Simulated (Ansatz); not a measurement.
Relaxed CdSe (zinc blende):

```xyz
4
Lattice="0.0000 6.1963 6.1963 3.0981 0.0000 3.0981 3.0981 3.0981 0.0000" Properties=species:S:1:pos:R:3 pbc="T T T"
Se     4.6472     4.6472     4.6472
Se     4.6472     7.7453     7.7453
Cd     0.0000     0.0000     0.0000
Cd     0.0000     3.0981     3.0981
```

In each cell atom 2 (Se, nearest neighbour Cd at 2.683 Å; its periodic images, 4.4 Å or more away, move with it) moves by s·(0.707, 0.707, 0.000) (along Cartesian [110]), the rest being held.

Calculation: PBE (plane waves to 420 eV, PAW, scalar-relativistic; Ansatz, a first-principles code). k mesh 4×8×8 (Γ-centred), Fermi-Dirac smearing 0.05 eV. The energy includes the smearing's −TS. CdSe was relaxed with its symmetry unable to fall. ΔE is measured from the undisplaced structure.

Successive frames, forces in eV/Å:

| frame | ΔE (meV/cell) | F on Se1 | F on Se2 | F on Cd3 | F on Cd4 |
|---|---|---|---|---|---|
| s = 0.540 Å | 787 | (0.165, 0.195, 0.065) | (-2.399, -2.343, -2.590) | (2.273, 2.062, 2.437) | (-0.040, 0.086, 0.089) |
| s = 0.432 Å | 477 | (0.139, 0.157, 0.041) | (-1.743, -1.698, -1.571) | (1.631, 1.482, 1.469) | (-0.027, 0.058, 0.060) |
| s = 0.324 Å | 256 | (0.109, 0.119, 0.023) | (-1.200, -1.170, -0.846) | (1.107, 1.017, 0.788) | (-0.015, 0.034, 0.036) |
| s = 0.216 Å | 110 | (0.075, 0.079, 0.010) | (-0.747, -0.732, -0.364) | (0.679, 0.637, 0.338) | (-0.006, 0.017, 0.016) |

What are the energy and the forces in the next frame, s = 0.108 Å?

ΔE (meV/cell) = 27.

```csv
atom,Fx,Fy,Fz
Se1,0.038,0.039,0.002
Se2,-0.357,-0.353,-0.089
Cd3,0.319,0.308,0.083
Cd4,-0.001,0.005,0.004
```

(For displaced atoms, the force is minus the slope of the energy, and its curvature is a force constant, which sets phonon frequencies.)
